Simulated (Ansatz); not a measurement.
SnO2:
```
CELL_PARAMETERS angstrom
     -1.99954     1.99954     5.10208
      1.99954    -1.99954     5.10208
      1.99954     1.99954    -5.10208
ATOMIC_POSITIONS crystal
  Sn 0.75000 0.25000 0.50000
  Sn 0.00000 0.00000 0.00000
  O  0.79637 0.79637 0.00000
  O  0.54637 0.04637 0.50000
  O  0.95363 0.45363 0.50000
  O  0.20363 0.20363 0.00000
```

r²SCAN (plane waves, PAW; program Ansatz) gives a gap of 2.33 eV without spin–orbit coupling, maximum off the standard path, at k = (0.229, 0.229, 0.250) in fractions of the reciprocal vectors, minimum at Γ.

Problem. What happens when spin–orbit coupling is switched on?

Solution. The gap is nearly the same, to 2.33 eV; maximum at P, minimum at Γ.

Problem. Give the electron effective mass with spin–orbit coupling.

Solution. 0.23, 0.25, 0.25 mₑ (principal values).

Problem. Give the hole effective mass with spin–orbit coupling.

Solution. 3.2, 6.0, 6.0 mₑ (principal values).

Space group I4_1/amd (anatase). The workflow started from a Materials Project entry (that database holds measured and hypothetical structures alike); the Crystallography Open Database copy checked does not list it. It is not the phase usual at ambient conditions (space group No. 136). Symmetry was held in the r²SCAN relaxation; its stability against distortions is not shown here.

Potentials: the later of the program's two PAW sets.
